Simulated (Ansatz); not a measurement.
TiAl (CuAu type, space group P4/mmm)

```
TiAl
1.0
    2.79729     0.00000     0.00000
    0.00000     2.79729     0.00000
    0.00000     0.00000     4.03230
Al Ti
1 1
Direct
  0.50000   0.50000   0.50000
  0.00000   0.00000   0.00000
```

The volume is varied about the relaxed value V₀ at fixed cell shape. Symmetry pins the atoms to their sites.

Level of theory: PBEsol (plane waves to 420 eV, PAW, scalar-relativistic; Ansatz, a quantum-chemistry and plane-wave program). k mesh 17×17×12 (Γ-centred), Fermi-Dirac smearing 0.05 eV. Stress and pressure are positive under compression. TiAl is run without spin polarisation. TiAl was relaxed with its symmetry unable to fall.

At one point of the scan the stress tensor (GPa) is:

```
    8.4      0.0      0.0
    0.0      8.4      0.0
    0.0      0.0      8.4
```

### Question
Which point is it?
A) V/V₀ = 0.955
B) V/V₀ = 0.985
C) V/V₀ = 0.940
D) V/V₀ = 0.970

### Answer
C, V/V₀ = 0.940

(Under strain, the slope of the energy per volume gives the stress and its curvature an elastic modulus.)
